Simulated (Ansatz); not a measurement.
Computed with Ansatz (plane waves, PAW, 420 eV cutoff): PBE, scalar-relativistic, no spin polarisation, Γ-centred 8×8×8 mesh, 0.05 eV Gaussian smearing; PAW files: Ansatz's generated set soft_2.

A crystal of composition XGe3, relaxed at this level of theory, gives this pattern between 10° and 80°.

Cu Kα1 powder pattern (kinematic, no thermal factors).
| 2θ (°) | relative intensity |
| --- | --- |
| 21.19 | 19 |
| 30.14 | 17 |
| 37.14 | 100 |
| 43.15 | 49 |
| 48.55 | 10 |
| 53.54 | 7 |
| 62.67 | 33 |
| 66.95 | 5 |
| 71.10 | 3 |
| 75.15 | 38 |
| 79.13 | 11 |

Task: Which lattice and cell does the pattern come from?

Result: Cubic, space group Pm-3m (No. 221), a = 4.189 Å, b = 4.189 Å, c = 4.189 Å, α = 90.00°, β = 90.00°, γ = 90.00°. The line positions fix the lattice at most, not the space group, and lines under 1 % of the strongest aren't listed; this is the group of the computed cell.

A compound XGe3 has these computed properties.

```
Band gap                                              : zero (metallic)
Density of states at the Fermi level                  : 0.72 states/(eV·atom)
Bader charges                                         : X 1.41; Ge -0.47 e
f electrons (orthogonalised atomic orbitals)          : X 14.00
Formation energy from the elements (0 K, uncorrected) : -0.04 eV/atom
Bulk modulus (Birch–Murnaghan)                        : 91 GPa
Pressure derivative B0′                               : 4.6
```

Sites: X on 1a, Ge on 3c.

Task: Which element is X?
A. Hf
B. Yb
C. W
D. Ta

Result: A. X is Hf, so the compound is HfGe3.

The structure was built from a prototype; whether the compound forms in it isn't claimed.

For elements this heavy, spin–orbit coupling would shift levels and gaps; it isn't included here.
